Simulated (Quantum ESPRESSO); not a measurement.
A free-standing WS2 monolayer (symmetry P-6m2, slab cell 16.1 Å high) has a direct gap of 1.94 eV with norm-conserving PBEsol (Quantum ESPRESSO, 74 Ry, no spin-orbit coupling). After a biaxial strain (in the plane, atoms relaxed) the gap is indirect, 1.28 eV.

Which strain was applied?
A. +5 %
B. +1.5 %
C. +3 %
D. -3 %
E. -1.5 %

C, +3 %. Gaps found: -3 %: 1.83 eV (indirect); -1.5 %: 1.93 eV (indirect); 0 %: 1.94 eV (direct); 1.5 %: 1.65 eV (indirect); 3 %: 1.28 eV (indirect); 5 %: 0.84 eV (indirect).
